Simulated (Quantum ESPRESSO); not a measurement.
## SiInHfO5F (convergence and cost over cutoff and k mesh)

A calculation, not a measurement. The program is pw.x of Quantum ESPRESSO 7.5 (plane-wave density functional theory). The cell is made up: 9 atoms on a corundum lattice with one site empty, with randomly drawn elements, strain and displacements, not relaxed. PseudoDojo standard norm-conserving files (v0.5 for PBE, v0.4.1 for LDA and PBEsol) set the functional; there is no spin polarisation, spin-orbit coupling or dispersion term, and the masses in the input are unused placeholders.

The hafnium pseudopotential is less sure than the others, with forces about 3 percent (worst 6) and pressure in oxides about 1.5 GPa (worst 2.7) from a second method in checks, which no rerun with the same files tests.

Input of the run in row 4:

```
&control calculation='scf', pseudo_dir='./dojo.nc.sr.pbe.v0_5.standard.upf', outdir='./o', disk_io='medium', tprnfor=.true., tstress=.true. /
&system ibrav=0, nat=9, ntyp=5, nbnd=39, ecutwfc=84.00895049, nosym=.true., tot_charge=0,
 occupations='smearing', smearing='fd', degauss=0.0018374661
/
&electrons conv_thr=7.350e-09, electron_maxstep=60, /
ATOMIC_SPECIES
F 1.0 F.upf
Hf 1.0 Hf.upf
In 1.0 In.upf
O 1.0 O.upf
Si 1.0 Si.upf
CELL_PARAMETERS angstrom
2.5521 1.4734 4.5608
-2.5521 1.4734 4.5608
0.0 -2.9469 4.5608
ATOMIC_POSITIONS angstrom
Si -0.0195 0.0361 2.0213
In 0.0588 -0.0105 8.8672
Hf 0.0322 0.0554 11.6427
O -0.9982 1.487 7.9587
O -0.7867 -1.582 7.9996
O 1.7719 0.1 7.9773
O 0.9819 -1.4558 5.7043
O 0.7816 1.5926 5.7206
F -1.7624 -0.1389 5.694
K_POINTS automatic
5 5 5 1 1 1
```

The same cell was run at these settings. Meshes are shifted by half a step, and differences are from the last row, which is itself not exact.

| cutoff (eV) | k mesh | k points solved | threshold (eV) | free energy less the last row's (eV) | pressure (GPa) | largest stress difference (GPa) | largest force difference (eV/Å) | iterations | wall time (s) | k-point pools | processor |
| --- | --- | --- | --- | --- | --- | --- | --- | --- | --- | --- | --- |
| 800 | 2 x 2 x 2 | 4 | 1e-04 | 1.022 | 1.36 | 11.68 | 0.043 | 9 | 26 | 1 | AMD EPYC, Zen 5 class |
| 1143 | 2 x 2 x 2 | 4 | 1e-07 | 0.010 | 12.92 | 0.10 | 0.042 | 13 | 42 | 1 | AMD EPYC, Zen 5 class |
| 609 | 5 x 5 x 5 | 63 | 1e-07 | 10.973 | -63.83 | 77.12 | 0.084 | 11 | 176 | 1 | AMD EPYC, Zen 5 class |
| 1143 | 5 x 5 x 5 | 63 | 1e-07 | 0.002 | 12.90 | 0.03 | 0.000 | 13 | 416 | 1 | AMD EPYC, Zen 5 class |
| 1437 | 7 x 7 x 7 | 172 | 1e-07 | 0.000 | 12.93 | 0.00 | 0.000 | 13 | 433 | 4 | Intel Xeon, 2023 or later |

Each pool is one process. Wall times include start-up and a band step at six k points, which weighs most on the coarsest meshes. The runs were on shared virtual cores whose load varied, so times are rough.